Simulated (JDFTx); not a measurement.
```json
{
 "surface": "Nb(100)",
 "bulk": "Nb, Im-3m, lattice of mp-75 (not re-optimised)",
 "slab": "6 atoms in 6 planes, 1x1, 8.0 Å between the outermost planes",
 "in-plane cell": "3.318 × 3.318 Å, 11.01 Å²",
 "cell_height": "24.3 Å",
 "sampling": "6×6×1 k mesh, Fermi smearing 0.01 Ha, no spin polarisation"
}
```

Level of theory: PBE, GBRV ultrasoft potentials, plane waves to 20/100 Ha; code: a modified build of JDFTx. Liquid: CANDLE, acetonitrile, 1 M NaF. The neutral cell holds 78 valence electrons and has two faces of 11.007 Å² each. Last filling lines of the neutral and of a charged run (μ in hartree, zero in the bulk liquid):

```
FillingsUpdate:  mu: -0.121640431  nElectrons: 78.000000
FillingsUpdate:  mu: -0.142955000  nElectrons: 77.835601
```

A calculation by hand: both potentials, by the convention U = −μ/e − 4.44 V vs SHE, the surface charge density and the mean capacitance.

U_pzc = 0.12164 × 27.2114 − 4.44 = -1.13 V; U = 0.14295 × 27.2114 − 4.44 = -0.55 V. The cell has -0.1644 excess electrons, a net charge of 0.1644 e, shared by two faces: σ = 0.1644 e / (2 × 11.007 Å²) = 0.00747 e/Å² = 12.0 μC/cm² (1 e/Å² = 1602.18 μC/cm²). C = σ/(U − U_pzc) = 12.0/0.58 ≈ 21 μF/cm². In this non-aqueous liquid the SHE scale is nominal.
